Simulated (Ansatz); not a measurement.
A relaxed structure of LiNbO₃. Space group R3c (No. 161), AFLOW prototype ABC3_hR10_161_a_a_b (as in LiNbO3). Computed with PBE (plane waves to 420 eV, PAW, scalar-relativistic; Ansatz, a program for electronic structure).

```cif
data_Li2Nb2O6
_chemical_formula_sum 'Li2 Nb2 O6'
_space_group_name_H-M_alt 'P 1'
_space_group_IT_number 1
_cell_length_a 5.55041
_cell_length_b 5.55041
_cell_length_c 5.55041
_cell_angle_alpha 55.747
_cell_angle_beta 55.747
_cell_angle_gamma 55.747
loop_
_space_group_symop_operation_xyz
  'x, y, z'
loop_
_atom_site_label
_atom_site_type_symbol
_atom_site_fract_x
_atom_site_fract_y
_atom_site_fract_z
_atom_site_occupancy
Li1 Li 0.70264 0.70264 0.70264 1
Li2 Li 0.20264 0.20264 0.20264 1
Nb1 Nb 0.98381 0.98381 0.98381 1
Nb2 Nb 0.48381 0.48381 0.48381 1
O1 O 0.62624 0.87386 0.26316 1
O2 O 0.87386 0.26316 0.62624 1
O3 O 0.26316 0.62624 0.87386 1
O4 O 0.76316 0.37386 0.12624 1
O5 O 0.37386 0.12624 0.76316 1
O6 O 0.12624 0.76316 0.37386 1
```

**Question.** Estimate the band gap that PBE returns for this input.

**Answer.** 3.54 eV, indirect (valence top at k = (0.125, 0.125, 0.125), conduction bottom at k = (0, 0.375, -0.375)) (no spin-orbit coupling).

**Question.** Predict the smallest direct gap from PBE.

**Answer.** 3.59 eV at Γ.

No spin polarisation in the result.

The run could not lose the symmetry of its start.
